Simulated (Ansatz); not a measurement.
One stationary structure of BaTiO3. Space group R3m (No. 160). Calculation: PBEsol (plane waves to 420 eV, PAW, scalar-relativistic; Ansatz, a first-principles code).

```xyz
5
Lattice="2.8176 1.6267 2.3087 -2.8176 1.6267 2.3087 0.0000 -3.2535 2.3087" Properties=species:S:1:pos:R:3 pbc="T T T"
Ba     0.0000     0.0000     4.1146
Ti     0.0000     0.0000     0.7270
O      1.3911     0.8032     1.7079
O      0.0000    -1.6063     1.7079
O     -1.3911     0.8032     1.7079
```

- Volume per atom: 12.70 Å³
- Band gap: 2.32 eV, indirect (valence top at T, conduction bottom at Γ) (no spin-orbit coupling)
- Smallest direct gap: 2.63 eV at Γ
- Shortest distances: O–Ti 1.88 Å; Ba–O 2.76 Å; O–O 2.78 Å; Ba–Ti 3.39 Å
- k-mesh: 8×8×8

Band energies at high-symmetry points (eV from the VBM; labels of this space group; no spin-orbit coupling), from −5 eV up to 4.3 eV:

| point | energies |
|---|---|
| Γ | -2.21 -2.21 -2.21 -1.33 -1.33 -1.12 -0.44 -0.31 -0.31 2.32 2.32 2.47 |
| T | -4.41 -3.71 -3.71 -2.32 -2.32 -2.28 -0.02 -0.02 0.00 |
| H2 | -4.41 -3.71 -3.71 -2.32 -2.32 -2.28 -0.02 -0.02 0.00 |
| H0 | -4.41 -3.71 -3.71 -2.32 -2.32 -2.28 -0.02 -0.02 0.00 |
| L | -3.93 -2.73 -2.71 -2.09 -2.06 -1.76 -1.65 -0.89 -0.77 2.48 3.82 3.91 |
| S0 | -4.22 -4.05 -3.72 -2.74 -2.73 -1.61 -0.85 -0.81 -0.05 3.90 3.91 |
| S2 | -4.22 -4.05 -3.72 -2.74 -2.73 -1.61 -0.85 -0.81 -0.05 3.90 3.91 |
| F | -4.22 -4.05 -3.72 -2.74 -2.73 -1.61 -0.85 -0.81 -0.05 3.90 3.91 |

No spin polarisation in the result.

It was reached from a disturbed copy of a P4mm (No. 99) cell, against which it lies -1.10 eV/atom.

The first start was generated by placing the elements on the sites of a structure type. A measured structure of BaTiO3 has the same space group, R3m (No. 160); the sites were not compared with it. Another known form has space group No. 99.
